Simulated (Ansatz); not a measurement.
Here is the system:

TiAl (L1₀ or tetragonal B2, P4/mmm), a = b = 2.795 Å, c = 4.039 Å, α = β = γ = 90.00°.

This is the PBEsol-relaxed structure.

Q: All from PBEsol (plane waves, PAW; program Ansatz), unless another level is named. Give the density of states at the Fermi level.

A: 0.89 states/eV per atom (mean over ±0.08 eV).

Q: Predict the formation energy from the elements (no fitted shifts).

A: -0.40 eV/atom.

Symmetry was held in the PBEsol relaxation. No spin polarisation was allowed. Axis ratios of metals converge slowly with the k-mesh, so a and c are less sure than the volume. The references are the lowest solids computed at this level, not always the standard phases.

Potentials: the later of the program's two PAW sets.
